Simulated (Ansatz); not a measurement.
PtTe$_{2}$ (space group P-3m1)

```
CELL_PARAMETERS angstrom
      4.01837     0.00000     0.00000
     -2.00919     3.48001     0.00000
      0.00000     0.00000     5.09632
ATOMIC_POSITIONS crystal
  Te 0.66667 0.33333 0.73669
  Te 0.33333 0.66667 0.26331
  Pt 0.00000 0.00000 0.00000
```

The slice is a (-1 1 0 2) plane (indices of the conventional cell) through the point (0.667, 0.333, 0.737) (fractional), spanned by u = [110] and v = [1 -1 1] in vectors of this cell: u (4.02 Å) and v (8.63 Å, at 90° to u). It covers one period; positions are fractions (u, v).

These are LDA (plane waves to 420 eV, PAW, scalar-relativistic; Ansatz, an electronic-structure program) values and carry that method's errors. k mesh 13×13×9. Inside the PAW spheres the values are not all-electron values, and peaks at nuclei hang on which shells count as valence. PtTe2 is run without spin polarisation. PtTe2 was relaxed with its symmetry unable to fall. Spin-orbit coupling is left out, though Pt and Te are heavy.

Task: Sketch the electrostatic potential energy of an electron, from the cell's mean on this plane as a map.

Result: 
```
|xxxxxx  **%%%%**  xxxx|
|xxxx  --##@@@@##--  xx|
|    ::##@@@@@@@@##::  |
|++++##%%@@@@@@@@%%##++|
|**##%%@@@@@@@@@@@@%%##|
|::--**%%@@@@@@@@%%**--|
|xx    ++%%@@@@%%++    |
|xxxx  ::##%%%%##::  xx|
|xxxxxx  ##%%%%##  xxxx|
|xxxxxx..##%%%%##..xxxx|
|xxxx  ==%%@@@@%%==  xx|
|    ==##%%@@@@%%##==  |
|::==**%%@@@@@@@@%%**==|
|xx  --##%%%%%%%%##--  |
|xxxxxx==########==xxxx|
|xxxxxx  ++****++  xxxx|
|xxxxxx  ++++++++  xxxx|
|xxxxxx--********--xxxx|
|xxxx..**########**..xx|
|  ::++##%%%%%%%%##++::|
|    ::**%%@@@@%%**::  |
|xxxx  ::##%%%%##::  xx|
|xxxxxx  **%%%%**  xxxx|
|xxxxxx  ++%%%%++  xxxx|
```
Scale: ten equal steps from -1.00 (start of ' ') to 7.86 (end of '@'), in the order ' .:-=+*#%@'. Values: electrostatic potential energy of an electron, from the cell's mean, in eV. The map has 11 points along u (two characters each, u = 0 at the left) and 24 along v (v = 0 in the bottom row). Points within 1 Å of a nucleus are blanked (x), as the pseudised field means little there. Values under -1 eV are set to -1. The zero, the cell's mean, hangs on the PAW cores.
